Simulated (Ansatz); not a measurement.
NaMgF₃ (cubic perovskite, Pm-3m), r²SCAN (plane waves, PAW; program Ansatz). The conduction-band minimum lies at Γ, with 1 equivalent valley. Second derivatives d²E/dk² of the lowest band at one valley (eV·Å²), along Cartesian directions:

```json
[
 {"direction": "[100]", "d²E/dk²": "13.61"},
 {"direction": "[010]", "d²E/dk²": "13.61"},
 {"direction": "[001]", "d²E/dk²": "13.61"},
 {"direction": "[110]", "d²E/dk²": "13.61"},
 {"direction": "[101]", "d²E/dk²": "13.61"},
 {"direction": "[011]", "d²E/dk²": "13.61"}
]
```

Question: Find the principal effective masses, the density-of-states mass and the conductivity mass.

Answer: Off-diagonal terms follow from H_xy = H[110] − (H_xx + H_yy)/2, and m*/mₑ = 7.620 eV·Å² over each eigenvalue: 0.56, 0.56, 0.56. One valley's DOS mass (m₁m₂m₃)^(1/3) = 0.56, conductivity mass 3/(Σ 1/mᵢ) = 0.56 mₑ.

Question: What effective density of states Nc follows at 300 K for parabolic valleys?

Answer: Nc = 2.509e19 × 1 × (0.56)^(3/2) ≈ 1.1e19 cm⁻³.

The workflow started from a Materials Project entry (that database holds measured and hypothetical structures alike); the Crystallography Open Database copy checked does not list it. COD files the formula under space group No. 62. Its standing as an ambient phase is unchecked. The r²SCAN relaxation kept the symmetry of its start; its stability against distortions is not shown here.

Potentials: the later of the program's two PAW sets.

Edges and masses are those of Kohn–Sham bands, whose gap is no quasiparticle gap.
